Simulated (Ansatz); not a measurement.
# MoN2: levels along high-symmetry lines

```xyz
3
Lattice="0.0000 2.4593 2.4593 2.4593 0.0000 2.4593 2.4593 2.4593 0.0000" Properties=species:S:1:pos:R:3 pbc="T T T"
Mo    0.0000    0.0000    0.0000
N     1.2297    1.2297    1.2297
N     3.6890    3.6890    3.6890
```

Atoms are numbered in the order listed.

The structure comes from a relaxation in the same program, started in the fluorite type, and has space group Fm-3m. Whether it is a known phase or the ground state wasn't checked.

All numbers below come from Ansatz 0.2.0, DFT, PBE, all-electron LAPW, scalar-relativistic.

Settings: a Γ-centred 12×12×12 k mesh, Fermi–Dirac smearing of 0.05 eV, basis error target 0.5 meV/atom, no spin polarisation.

Points in fractions of the reciprocal vectors of this cell: Γ (0, 0, 0), X (0.5, 0, 0.5), U (0.625, 0.25, 0.625), K (0.375, 0.375, 0.75), L (0.5, 0.5, 0.5), W (0.5, 0.25, 0.75). The path joins them by straight lines in the order Γ–X–U–K–Γ–L–W–X; legs that retrace an earlier one aren't tabulated. Energies are in eV from the Fermi level.

(1) Is there a gap?

(2) List the levels between -8 and 3.5 eV at the symmetry points.

## Answers

(1) none: bands cross the Fermi level, a metal.

(2) 
Γ: -7.04 (×3), -0.72 (×2), 0.08 (×3)
X: -7.89, -4.20 (×2), -2.72 (×2), 0.36, 0.76, 1.12, 3.42
U: -7.20, -4.88, -4.26, -3.54, -2.10, 0.52, 0.86, 0.93
K: -7.20, -4.88, -4.26, -3.54, -2.10, 0.52, 0.86, 0.93
L: -5.94 (×2), -2.88, -2.66, -1.87 (×2), -0.14 (×2), 3.19
W: -6.67, -6.17, -3.39 (×2), -2.64, 0.52, 0.81, 1.62
